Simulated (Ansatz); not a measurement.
MgO:
```
MgO
1.0
    3.30273     0.00000     0.00000
   -1.65136     2.86025     0.00000
    0.00000     0.00000     5.02073
Mg O
2 2
Direct
  0.33333   0.66667   0.00374
  0.66667   0.33333   0.50374
  0.33333   0.66667   0.40086
  0.66667   0.33333   0.90086
```

This is the PBEsol-relaxed structure.

Question: All from plane-wave PAW PBEsol (Ansatz code), unless another level is named. Estimate the hole effective mass.

Answer: 0.36, 5.8, 5.8 mₑ (principal values).

Question: Predict the electron effective mass.

Answer: 0.34 mₑ (isotropic).

Question: And the band gap?

Answer: 3.36 eV (direct).

Question: Predict the valence-band maximum.

Answer: at Γ.

Space group P6_3mc (wurtzite). The first step of the workflow began from a Materials Project structure, measured or hypothetical; the Crystallography Open Database copy checked does not list it. It is not the phase usual at ambient conditions (space group No. 225). The cell was relaxed with PBEsol under the symmetry of its start; phonons on a q-mesh show no instability.

Potentials: the later of the program's two PAW sets.
